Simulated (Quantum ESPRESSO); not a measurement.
Simulation results for AlIn2GaP4 (made-up cell), Al2InGaP4 (made-up cell)

All values are calculated (Quantum ESPRESSO 7.5). Calculation on a made-up crystal cell, not a measurement: periodic Kohn-Sham density functional theory in plane waves with PseudoDojo standard norm-conserving scalar-relativistic pseudopotentials, each functional with its own files (v0.5 for PBE, v0.4.1 for LDA and PBEsol), no spin polarisation, no spin-orbit coupling, atoms not relaxed, stress positive in tension, energies less a fixed whole-eV offset for each atom's element; levels are Kohn-Sham levels at fractions of this cell's reciprocal vectors, counted from the reference band (half the neutral cell's valence electrons, rounded up) at Gamma; error bars cover cutoff and k-mesh only, not smearing or the files; added strain carries the atoms with the cell, and shear is the tensor component; each bar is the largest change over components, and at least 0.002 eV, 0.002 eV per angstrom or 0.02 GPa; energies are for the whole cell, and the offsets were chosen from early runs and are not element reference energies.

Common to all runs: lattice type zincblende/diamond; functional pbe; cutoff 1088 eV; fermi dirac smearing 0.025 eV; scf tolerance 1e-07 eV; electrons removed 0; k mesh 4 x 4 x 4, shifted by half a step.

(1) 
```cif
# cell vector a (Å): 5.6111 0.0000 0.0000
# cell vector b (Å): 0.0000 5.6111 0.0000
# cell vector c (Å): 0.0000 0.0000 5.6111
data_AlIn2GaP4
_symmetry_space_group_name_H-M 'P 1'
_symmetry_Int_Tables_number 1
_cell_length_a 5.6111
_cell_length_b 5.6111
_cell_length_c 5.6111
_cell_angle_alpha 90.000
_cell_angle_beta 90.000
_cell_angle_gamma 90.000
_cell_volume 176.66
loop_
_atom_site_label
_atom_site_type_symbol
_atom_site_fract_x
_atom_site_fract_y
_atom_site_fract_z
_atom_site_occupancy
In1 In 0.99531 0.02190 0.98817 1
Al1 Al 0.00437 0.50659 0.46718 1
Ga1 Ga 0.49513 0.02629 0.46697 1
In2 In 0.51213 0.48828 0.99469 1
P1 P 0.25826 0.25817 0.23956 1
P2 P 0.26029 0.72023 0.75960 1
P3 P 0.73126 0.24384 0.75295 1
P4 P 0.76513 0.74230 0.23209 1
_calc_added_strain_kind 'zz'
_calc_added_strain 0.011
_calc_structure_shown 'before the added strain of 0.011'
_calc_free_energy_less_offsets 0.8262  # eV
_calc_smearing_term_minus_ts 0  # eV
_calc_scf_iterations 10
_calc_pressure 7.514  # GPa
_calc_stress_xx -8.293  # GPa
_calc_stress_yy -7.542  # GPa
_calc_stress_zz -6.707  # GPa
_calc_stress_yz 1.364  # GPa
_calc_stress_xz -1.776  # GPa
_calc_stress_xy 2.429  # GPa
_calc_error_bar_energy 0.007305  # eV
_calc_error_bar_stress 0.02  # GPa
_calc_error_bar_force 0.002  # eV/angstrom
_calc_error_bars_from 'tighter rerun of a related cell'
```

Atoms:
| atoms element | atom site | atom energy offset (eV) |
| --- | --- | --- |
| In | 1 | -1808 |
| Al | 2 | -64 |
| Ga | 3 | -2080 |
| In | 4 | -1808 |
| P | 5 | -189 |
| P | 6 | -189 |
| P | 7 | -189 |
| P | 8 | -189 |

Forces:
| site | x (eV/Å) | y (eV/Å) | z (eV/Å) |
| --- | --- | --- | --- |
| 1 | 1.208 | -1.625 | -0.335 |
| 2 | 0.2304 | -0.1902 | 1.905 |
| 3 | 0.5963 | -1.964 | 1.483 |
| 4 | 0.06425 | 1.065 | 0.7289 |
| 5 | -1.144 | -0.1226 | 1.388 |
| 6 | -1.572 | 2.025 | -2.843 |
| 7 | 1.094 | -0.2082 | -3.984 |
| 8 | -0.4766 | 1.02 | 1.656 |

(2) 
```cif
# cell vector a (Å): 5.6111 0.0000 0.0000
# cell vector b (Å): 0.0000 5.6111 0.0000
# cell vector c (Å): 0.0000 0.0000 5.6111
data_AlIn2GaP4
_symmetry_space_group_name_H-M 'P 1'
_symmetry_Int_Tables_number 1
_cell_length_a 5.6111
_cell_length_b 5.6111
_cell_length_c 5.6111
_cell_angle_alpha 90.000
_cell_angle_beta 90.000
_cell_angle_gamma 90.000
_cell_volume 176.66
loop_
_atom_site_label
_atom_site_type_symbol
_atom_site_fract_x
_atom_site_fract_y
_atom_site_fract_z
_atom_site_occupancy
In1 In 0.99531 0.02190 0.98817 1
Al1 Al 0.00437 0.50659 0.46718 1
Ga1 Ga 0.49513 0.02629 0.46697 1
In2 In 0.51213 0.48828 0.99469 1
P1 P 0.25826 0.25817 0.23956 1
P2 P 0.26029 0.72023 0.75960 1
P3 P 0.73126 0.24384 0.75295 1
P4 P 0.76513 0.74230 0.23209 1
_calc_added_strain_kind 'zz'
_calc_added_strain 0.0142
_calc_structure_shown 'before the added strain of 0.0142'
_calc_free_energy_less_offsets 0.8027  # eV
_calc_smearing_term_minus_ts 0  # eV
_calc_scf_iterations 10
_calc_pressure 7.214  # GPa
_calc_stress_xx -8.034  # GPa
_calc_stress_yy -7.295  # GPa
_calc_stress_zz -6.312  # GPa
_calc_stress_yz 1.354  # GPa
_calc_stress_xz -1.733  # GPa
_calc_stress_xy 2.38  # GPa
_calc_error_bar_energy 0.007305  # eV
_calc_error_bar_stress 0.02  # GPa
_calc_error_bar_force 0.002  # eV/angstrom
_calc_error_bars_from 'tighter rerun of a related cell'
```

Atoms:
| atoms element | atom site | atom energy offset (eV) |
| --- | --- | --- |
| In | 1 | -1808 |
| Al | 2 | -64 |
| Ga | 3 | -2080 |
| In | 4 | -1808 |
| P | 5 | -189 |
| P | 6 | -189 |
| P | 7 | -189 |
| P | 8 | -189 |

Forces:
| site | x (eV/Å) | y (eV/Å) | z (eV/Å) |
| --- | --- | --- | --- |
| 1 | 1.196 | -1.615 | -0.3342 |
| 2 | 0.2311 | -0.1851 | 1.895 |
| 3 | 0.5934 | -1.945 | 1.478 |
| 4 | 0.06159 | 1.052 | 0.7187 |
| 5 | -1.133 | -0.1192 | 1.38 |
| 6 | -1.562 | 2.006 | -2.829 |
| 7 | 1.083 | -0.2033 | -3.957 |
| 8 | -0.4702 | 1.01 | 1.649 |

(3) 
```cif
# cell vector a (Å): 5.6111 0.0000 0.0000
# cell vector b (Å): 0.0000 5.6111 0.0000
# cell vector c (Å): 0.0000 0.0000 5.6111
data_AlIn2GaP4
_symmetry_space_group_name_H-M 'P 1'
_symmetry_Int_Tables_number 1
_cell_length_a 5.6111
_cell_length_b 5.6111
_cell_length_c 5.6111
_cell_angle_alpha 90.000
_cell_angle_beta 90.000
_cell_angle_gamma 90.000
_cell_volume 176.66
loop_
_atom_site_label
_atom_site_type_symbol
_atom_site_fract_x
_atom_site_fract_y
_atom_site_fract_z
_atom_site_occupancy
In1 In 0.99531 0.02190 0.98817 1
Al1 Al 0.00437 0.50659 0.46718 1
Ga1 Ga 0.49513 0.02629 0.46697 1
In2 In 0.51213 0.48828 0.99469 1
P1 P 0.25826 0.25817 0.23956 1
P2 P 0.26029 0.72023 0.75960 1
P3 P 0.73126 0.24384 0.75295 1
P4 P 0.76513 0.74230 0.23209 1
_calc_added_strain_kind 'zz'
_calc_added_strain 0.0202
_calc_structure_shown 'before the added strain of 0.0202'
_calc_free_energy_less_offsets 0.7633  # eV
_calc_smearing_term_minus_ts 0  # eV
_calc_scf_iterations 10
_calc_pressure 6.666  # GPa
_calc_stress_xx -7.565  # GPa
_calc_stress_yy -6.849  # GPa
_calc_stress_zz -5.583  # GPa
_calc_stress_yz 1.337  # GPa
_calc_stress_xz -1.655  # GPa
_calc_stress_xy 2.292  # GPa
_calc_error_bar_energy 0.007305  # eV
_calc_error_bar_stress 0.02  # GPa
_calc_error_bar_force 0.002  # eV/angstrom
_calc_error_bars_from 'tighter rerun of a related cell'
```

Atoms:
| atoms element | atom site | atom energy offset (eV) |
| --- | --- | --- |
| In | 1 | -1808 |
| Al | 2 | -64 |
| Ga | 3 | -2080 |
| In | 4 | -1808 |
| P | 5 | -189 |
| P | 6 | -189 |
| P | 7 | -189 |
| P | 8 | -189 |

Forces:
| site | x (eV/Å) | y (eV/Å) | z (eV/Å) |
| --- | --- | --- | --- |
| 1 | 1.175 | -1.598 | -0.3315 |
| 2 | 0.2321 | -0.1754 | 1.876 |
| 3 | 0.5884 | -1.912 | 1.468 |
| 4 | 0.05682 | 1.028 | 0.7014 |
| 5 | -1.113 | -0.1125 | 1.365 |
| 6 | -1.545 | 1.972 | -2.804 |
| 7 | 1.064 | -0.1946 | -3.909 |
| 8 | -0.4577 | 0.9919 | 1.635 |

(4) 
```cif
# cell vector a (Å): 5.6105 0.0510 -0.0650
# cell vector b (Å): 0.0510 5.6580 -0.0148
# cell vector c (Å): -0.0650 -0.0148 5.6699
data_Al2InGaP4
_symmetry_space_group_name_H-M 'P 1'
_symmetry_Int_Tables_number 1
_cell_length_a 5.6111
_cell_length_b 5.6582
_cell_length_c 5.6703
_cell_angle_alpha 90.305
_cell_angle_beta 91.322
_cell_angle_gamma 88.961
_cell_volume 179.95
loop_
_atom_site_label
_atom_site_type_symbol
_atom_site_fract_x
_atom_site_fract_y
_atom_site_fract_z
_atom_site_occupancy
Al1 Al 0.00779 0.99513 0.00099 1
Ga1 Ga 0.96774 0.47741 0.47036 1
Al2 Al 0.50606 0.99608 0.46680 1
In1 In 0.49583 0.48739 0.98336 1
P1 P 0.24951 0.25404 0.24356 1
P2 P 0.25026 0.74823 0.76718 1
P3 P 0.75642 0.24221 0.76507 1
P4 P 0.75463 0.74313 0.23749 1
_calc_added_strain_kind 'biaxial xx and yy'
_calc_added_strain -0.0125
_calc_structure_shown 'before the added strain of -0.0125'
_calc_free_energy_less_offsets 0.545  # eV
_calc_smearing_term_minus_ts 0  # eV
_calc_scf_iterations 10
_calc_pressure 3.259  # GPa
_calc_stress_xx -4.271  # GPa
_calc_stress_yy -3.988  # GPa
_calc_stress_zz -1.518  # GPa
_calc_stress_yz 0.6538  # GPa
_calc_stress_xz -1.146  # GPa
_calc_stress_xy 4.556  # GPa
_calc_error_bar_energy 0.00607  # eV
_calc_error_bar_stress 0.02  # GPa
_calc_error_bar_force 0.002  # eV/angstrom
_calc_error_bars_from 'tighter rerun of a related cell'
```

Atoms:
| atoms element | atom site | atom energy offset (eV) |
| --- | --- | --- |
| Al | 1 | -64 |
| Ga | 2 | -2080 |
| Al | 3 | -64 |
| In | 4 | -1808 |
| P | 5 | -189 |
| P | 6 | -189 |
| P | 7 | -189 |
| P | 8 | -189 |

Forces:
| site | x (eV/Å) | y (eV/Å) | z (eV/Å) |
| --- | --- | --- | --- |
| 1 | 0.201 | -0.2407 | 0.09933 |
| 2 | 1.057 | 0.242 | 1.734 |
| 3 | -0.2723 | -0.206 | 1.856 |
| 4 | 0.1345 | 0.1359 | 0.9116 |
| 5 | -0.8205 | -1.046 | 0.8263 |
| 6 | -1.383 | 1.494 | -3.079 |
| 7 | 0.8236 | -1.478 | -2.593 |
| 8 | 0.2601 | 1.099 | 0.2446 |

(5) 
```cif
# cell vector a (Å): 5.6105 0.0510 -0.0650
# cell vector b (Å): 0.0510 5.6580 -0.0148
# cell vector c (Å): -0.0650 -0.0148 5.6699
data_Al2InGaP4
_symmetry_space_group_name_H-M 'P 1'
_symmetry_Int_Tables_number 1
_cell_length_a 5.6111
_cell_length_b 5.6582
_cell_length_c 5.6703
_cell_angle_alpha 90.305
_cell_angle_beta 91.322
_cell_angle_gamma 88.961
_cell_volume 179.95
loop_
_atom_site_label
_atom_site_type_symbol
_atom_site_fract_x
_atom_site_fract_y
_atom_site_fract_z
_atom_site_occupancy
Al1 Al 0.00779 0.99513 0.00099 1
Ga1 Ga 0.96774 0.47741 0.47036 1
Al2 Al 0.50606 0.99608 0.46680 1
In1 In 0.49583 0.48739 0.98336 1
P1 P 0.24951 0.25404 0.24356 1
P2 P 0.25026 0.74823 0.76718 1
P3 P 0.75642 0.24221 0.76507 1
P4 P 0.75463 0.74313 0.23749 1
_calc_added_strain_kind 'biaxial xx and yy'
_calc_added_strain -0.0052
_calc_structure_shown 'before the added strain of -0.0052'
_calc_free_energy_less_offsets 0.4891  # eV
_calc_smearing_term_minus_ts 0  # eV
_calc_scf_iterations 10
_calc_pressure 2.033  # GPa
_calc_stress_xx -2.891  # GPa
_calc_stress_yy -2.574  # GPa
_calc_stress_zz -0.633  # GPa
_calc_stress_yz 0.5828  # GPa
_calc_stress_xz -1.137  # GPa
_calc_stress_xy 4.19  # GPa
_calc_error_bar_energy 0.00607  # eV
_calc_error_bar_stress 0.02  # GPa
_calc_error_bar_force 0.002  # eV/angstrom
_calc_error_bars_from 'tighter rerun of a related cell'
```

Atoms:
| atoms element | atom site | atom energy offset (eV) |
| --- | --- | --- |
| Al | 1 | -64 |
| Ga | 2 | -2080 |
| Al | 3 | -64 |
| In | 4 | -1808 |
| P | 5 | -189 |
| P | 6 | -189 |
| P | 7 | -189 |
| P | 8 | -189 |

Forces:
| site | x (eV/Å) | y (eV/Å) | z (eV/Å) |
| --- | --- | --- | --- |
| 1 | 0.209 | -0.2333 | 0.08698 |
| 2 | 1.035 | 0.2506 | 1.665 |
| 3 | -0.2679 | -0.1966 | 1.791 |
| 4 | 0.1262 | 0.1563 | 0.856 |
| 5 | -0.8003 | -1.043 | 0.789 |
| 6 | -1.324 | 1.435 | -2.938 |
| 7 | 0.7778 | -1.427 | -2.491 |
| 8 | 0.2444 | 1.058 | 0.2401 |

(6) 
```cif
# cell vector a (Å): 5.6105 0.0510 -0.0650
# cell vector b (Å): 0.0510 5.6580 -0.0148
# cell vector c (Å): -0.0650 -0.0148 5.6699
data_Al2InGaP4
_symmetry_space_group_name_H-M 'P 1'
_symmetry_Int_Tables_number 1
_cell_length_a 5.6111
_cell_length_b 5.6582
_cell_length_c 5.6703
_cell_angle_alpha 90.305
_cell_angle_beta 91.322
_cell_angle_gamma 88.961
_cell_volume 179.95
loop_
_atom_site_label
_atom_site_type_symbol
_atom_site_fract_x
_atom_site_fract_y
_atom_site_fract_z
_atom_site_occupancy
Al1 Al 0.00779 0.99513 0.00099 1
Ga1 Ga 0.96774 0.47741 0.47036 1
Al2 Al 0.50606 0.99608 0.46680 1
In1 In 0.49583 0.48739 0.98336 1
P1 P 0.24951 0.25404 0.24356 1
P2 P 0.25026 0.74823 0.76718 1
P3 P 0.75642 0.24221 0.76507 1
P4 P 0.75463 0.74313 0.23749 1
_calc_added_strain_kind 'biaxial xx and yy'
_calc_added_strain -0.0016
_calc_structure_shown 'before the added strain of -0.0016'
_calc_free_energy_less_offsets 0.4699  # eV
_calc_smearing_term_minus_ts 0  # eV
_calc_scf_iterations 10
_calc_pressure 1.459  # GPa
_calc_stress_xx -2.242  # GPa
_calc_stress_yy -1.911  # GPa
_calc_stress_zz -0.2245  # GPa
_calc_stress_yz 0.5483  # GPa
_calc_stress_xz -1.131  # GPa
_calc_stress_xy 4.018  # GPa
_calc_error_bar_energy 0.00607  # eV
_calc_error_bar_stress 0.02  # GPa
_calc_error_bar_force 0.002  # eV/angstrom
_calc_error_bars_from 'tighter rerun of a related cell'
```

Atoms:
| atoms element | atom site | atom energy offset (eV) |
| --- | --- | --- |
| Al | 1 | -64 |
| Ga | 2 | -2080 |
| Al | 3 | -64 |
| In | 4 | -1808 |
| P | 5 | -189 |
| P | 6 | -189 |
| P | 7 | -189 |
| P | 8 | -189 |

Forces:
| site | x (eV/Å) | y (eV/Å) | z (eV/Å) |
| --- | --- | --- | --- |
| 1 | 0.2125 | -0.2293 | 0.08176 |
| 2 | 1.025 | 0.2538 | 1.633 |
| 3 | -0.2656 | -0.1921 | 1.76 |
| 4 | 0.121 | 0.1667 | 0.8294 |
| 5 | -0.7915 | -1.041 | 0.771 |
| 6 | -1.295 | 1.406 | -2.871 |
| 7 | 0.7563 | -1.403 | -2.442 |
| 8 | 0.2373 | 1.04 | 0.2373 |

(7) 
```cif
# cell vector a (Å): 5.6105 0.0510 -0.0650
# cell vector b (Å): 0.0510 5.6580 -0.0148
# cell vector c (Å): -0.0650 -0.0148 5.6699
data_Al2InGaP4
_symmetry_space_group_name_H-M 'P 1'
_symmetry_Int_Tables_number 1
_cell_length_a 5.6111
_cell_length_b 5.6582
_cell_length_c 5.6703
_cell_angle_alpha 90.305
_cell_angle_beta 91.322
_cell_angle_gamma 88.961
_cell_volume 179.95
loop_
_atom_site_label
_atom_site_type_symbol
_atom_site_fract_x
_atom_site_fract_y
_atom_site_fract_z
_atom_site_occupancy
Al1 Al 0.00779 0.99513 0.00099 1
Ga1 Ga 0.96774 0.47741 0.47036 1
Al2 Al 0.50606 0.99608 0.46680 1
In1 In 0.49583 0.48739 0.98336 1
P1 P 0.24951 0.25404 0.24356 1
P2 P 0.25026 0.74823 0.76718 1
P3 P 0.75642 0.24221 0.76507 1
P4 P 0.75463 0.74313 0.23749 1
_calc_added_strain_kind 'biaxial xx and yy'
_calc_added_strain 0.0072
_calc_structure_shown 'before the added strain of 0.0072'
_calc_free_energy_less_offsets 0.4438  # eV
_calc_smearing_term_minus_ts 0  # eV
_calc_scf_iterations 10
_calc_pressure 0.1326  # GPa
_calc_stress_xx -0.7362  # GPa
_calc_stress_yy -0.369  # GPa
_calc_stress_zz 0.7075  # GPa
_calc_stress_yz 0.4677  # GPa
_calc_stress_xz -1.12  # GPa
_calc_stress_xy 3.618  # GPa
_calc_error_bar_energy 0.00607  # eV
_calc_error_bar_stress 0.02  # GPa
_calc_error_bar_force 0.002  # eV/angstrom
_calc_error_bars_from 'tighter rerun of this cell'
```

Atoms:
| atoms element | atom site | atom energy offset (eV) |
| --- | --- | --- |
| Al | 1 | -64 |
| Ga | 2 | -2080 |
| Al | 3 | -64 |
| In | 4 | -1808 |
| P | 5 | -189 |
| P | 6 | -189 |
| P | 7 | -189 |
| P | 8 | -189 |

Forces:
| site | x (eV/Å) | y (eV/Å) | z (eV/Å) |
| --- | --- | --- | --- |
| 1 | 0.2197 | -0.2217 | 0.0697 |
| 2 | 0.9987 | 0.2623 | 1.557 |
| 3 | -0.2602 | -0.1817 | 1.688 |
| 4 | 0.1102 | 0.1891 | 0.7681 |
| 5 | -0.7674 | -1.036 | 0.7272 |
| 6 | -1.227 | 1.338 | -2.712 |
| 7 | 0.7049 | -1.345 | -2.327 |
| 8 | 0.2214 | 0.9952 | 0.2303 |

(8) 
```cif
# cell vector a (Å): 5.6105 0.0510 -0.0650
# cell vector b (Å): 0.0510 5.6580 -0.0148
# cell vector c (Å): -0.0650 -0.0148 5.6699
data_Al2InGaP4
_symmetry_space_group_name_H-M 'P 1'
_symmetry_Int_Tables_number 1
_cell_length_a 5.6111
_cell_length_b 5.6582
_cell_length_c 5.6703
_cell_angle_alpha 90.305
_cell_angle_beta 91.322
_cell_angle_gamma 88.961
_cell_volume 179.95
loop_
_atom_site_label
_atom_site_type_symbol
_atom_site_fract_x
_atom_site_fract_y
_atom_site_fract_z
_atom_site_occupancy
Al1 Al 0.00779 0.99513 0.00099 1
Ga1 Ga 0.96774 0.47741 0.47036 1
Al2 Al 0.50606 0.99608 0.46680 1
In1 In 0.49583 0.48739 0.98336 1
P1 P 0.24951 0.25404 0.24356 1
P2 P 0.25026 0.74823 0.76718 1
P3 P 0.75642 0.24221 0.76507 1
P4 P 0.75463 0.74313 0.23749 1
_calc_added_strain_kind 'biaxial xx and yy'
_calc_added_strain 0.0113
_calc_structure_shown 'before the added strain of 0.0113'
_calc_free_energy_less_offsets 0.4415  # eV
_calc_smearing_term_minus_ts 0  # eV
_calc_scf_iterations 10
_calc_pressure -0.4489  # GPa
_calc_stress_xx -0.07302  # GPa
_calc_stress_yy 0.3096  # GPa
_calc_stress_zz 1.11  # GPa
_calc_stress_yz 0.4305  # GPa
_calc_stress_xz -1.114  # GPa
_calc_stress_xy 3.44  # GPa
_calc_error_bar_energy 0.00607  # eV
_calc_error_bar_stress 0.02  # GPa
_calc_error_bar_force 0.002  # eV/angstrom
_calc_error_bars_from 'tighter rerun of a related cell'
```

Atoms:
| atoms element | atom site | atom energy offset (eV) |
| --- | --- | --- |
| Al | 1 | -64 |
| Ga | 2 | -2080 |
| Al | 3 | -64 |
| In | 4 | -1808 |
| P | 5 | -189 |
| P | 6 | -189 |
| P | 7 | -189 |
| P | 8 | -189 |

Forces:
| site | x (eV/Å) | y (eV/Å) | z (eV/Å) |
| --- | --- | --- | --- |
| 1 | 0.2226 | -0.2174 | 0.06408 |
| 2 | 0.9866 | 0.2658 | 1.523 |
| 3 | -0.2575 | -0.1772 | 1.655 |
| 4 | 0.1046 | 0.1989 | 0.7419 |
| 5 | -0.7559 | -1.033 | 0.7067 |
| 6 | -1.196 | 1.307 | -2.642 |
| 7 | 0.6825 | -1.319 | -2.276 |
| 8 | 0.2134 | 0.9749 | 0.2271 |

(9) 
```cif
# cell vector a (Å): 5.6105 0.0510 -0.0650
# cell vector b (Å): 0.0510 5.6580 -0.0148
# cell vector c (Å): -0.0650 -0.0148 5.6699
data_Al2InGaP4
_symmetry_space_group_name_H-M 'P 1'
_symmetry_Int_Tables_number 1
_cell_length_a 5.6111
_cell_length_b 5.6582
_cell_length_c 5.6703
_cell_angle_alpha 90.305
_cell_angle_beta 91.322
_cell_angle_gamma 88.961
_cell_volume 179.95
loop_
_atom_site_label
_atom_site_type_symbol
_atom_site_fract_x
_atom_site_fract_y
_atom_site_fract_z
_atom_site_occupancy
Al1 Al 0.00779 0.99513 0.00099 1
Ga1 Ga 0.96774 0.47741 0.47036 1
Al2 Al 0.50606 0.99608 0.46680 1
In1 In 0.49583 0.48739 0.98336 1
P1 P 0.24951 0.25404 0.24356 1
P2 P 0.25026 0.74823 0.76718 1
P3 P 0.75642 0.24221 0.76507 1
P4 P 0.75463 0.74313 0.23749 1
_calc_added_strain_kind 'biaxial xx and yy'
_calc_added_strain 0.0168
_calc_structure_shown 'before the added strain of 0.0168'
_calc_free_energy_less_offsets 0.4487  # eV
_calc_smearing_term_minus_ts 0  # eV
_calc_scf_iterations 10
_calc_pressure -1.194  # GPa
_calc_stress_xx 0.7799  # GPa
_calc_stress_yy 1.183  # GPa
_calc_stress_zz 1.62  # GPa
_calc_stress_yz 0.3864  # GPa
_calc_stress_xz -1.108  # GPa
_calc_stress_xy 3.211  # GPa
_calc_error_bar_energy 0.00607  # eV
_calc_error_bar_stress 0.02  # GPa
_calc_error_bar_force 0.002  # eV/angstrom
_calc_error_bars_from 'tighter rerun of a related cell'
```

Atoms:
| atoms element | atom site | atom energy offset (eV) |
| --- | --- | --- |
| Al | 1 | -64 |
| Ga | 2 | -2080 |
| Al | 3 | -64 |
| In | 4 | -1808 |
| P | 5 | -189 |
| P | 6 | -189 |
| P | 7 | -189 |
| P | 8 | -189 |

Forces:
| site | x (eV/Å) | y (eV/Å) | z (eV/Å) |
| --- | --- | --- | --- |
| 1 | 0.2284 | -0.2131 | 0.05724 |
| 2 | 0.9699 | 0.2705 | 1.478 |
| 3 | -0.2547 | -0.1705 | 1.613 |
| 4 | 0.09886 | 0.2102 | 0.7078 |
| 5 | -0.7408 | -1.031 | 0.6801 |
| 6 | -1.158 | 1.27 | -2.549 |
| 7 | 0.6519 | -1.285 | -2.209 |
| 8 | 0.2042 | 0.9486 | 0.2224 |

(10) 
```cif
# cell vector a (Å): 5.6105 0.0510 -0.0650
# cell vector b (Å): 0.0510 5.6580 -0.0148
# cell vector c (Å): -0.0650 -0.0148 5.6699
data_Al2InGaP4
_symmetry_space_group_name_H-M 'P 1'
_symmetry_Int_Tables_number 1
_cell_length_a 5.6111
_cell_length_b 5.6582
_cell_length_c 5.6703
_cell_angle_alpha 90.305
_cell_angle_beta 91.322
_cell_angle_gamma 88.961
_cell_volume 179.95
loop_
_atom_site_label
_atom_site_type_symbol
_atom_site_fract_x
_atom_site_fract_y
_atom_site_fract_z
_atom_site_occupancy
Al1 Al 0.00779 0.99513 0.00099 1
Ga1 Ga 0.96774 0.47741 0.47036 1
Al2 Al 0.50606 0.99608 0.46680 1
In1 In 0.49583 0.48739 0.98336 1
P1 P 0.24951 0.25404 0.24356 1
P2 P 0.25026 0.74823 0.76718 1
P3 P 0.75642 0.24221 0.76507 1
P4 P 0.75463 0.74313 0.23749 1
_calc_added_strain_kind 'biaxial xx and yy'
_calc_added_strain 0.0229
_calc_structure_shown 'before the added strain of 0.0229'
_calc_free_energy_less_offsets 0.4686  # eV
_calc_smearing_term_minus_ts 0  # eV
_calc_scf_iterations 10
_calc_pressure -1.974  # GPa
_calc_stress_xx 1.677  # GPa
_calc_stress_yy 2.101  # GPa
_calc_stress_zz 2.146  # GPa
_calc_stress_yz 0.3373  # GPa
_calc_stress_xz -1.099  # GPa
_calc_stress_xy 2.969  # GPa
_calc_error_bar_energy 0.00607  # eV
_calc_error_bar_stress 0.02  # GPa
_calc_error_bar_force 0.002  # eV/angstrom
_calc_error_bars_from 'tighter rerun of a related cell'
```

Atoms:
| atoms element | atom site | atom energy offset (eV) |
| --- | --- | --- |
| Al | 1 | -64 |
| Ga | 2 | -2080 |
| Al | 3 | -64 |
| In | 4 | -1808 |
| P | 5 | -189 |
| P | 6 | -189 |
| P | 7 | -189 |
| P | 8 | -189 |

Forces:
| site | x (eV/Å) | y (eV/Å) | z (eV/Å) |
| --- | --- | --- | --- |
| 1 | 0.2332 | -0.2078 | 0.04998 |
| 2 | 0.9518 | 0.2744 | 1.431 |
| 3 | -0.2507 | -0.1641 | 1.567 |
| 4 | 0.09135 | 0.225 | 0.6721 |
| 5 | -0.7246 | -1.026 | 0.6514 |
| 6 | -1.114 | 1.228 | -2.45 |
| 7 | 0.6206 | -1.249 | -2.138 |
| 8 | 0.1924 | 0.92 | 0.2163 |
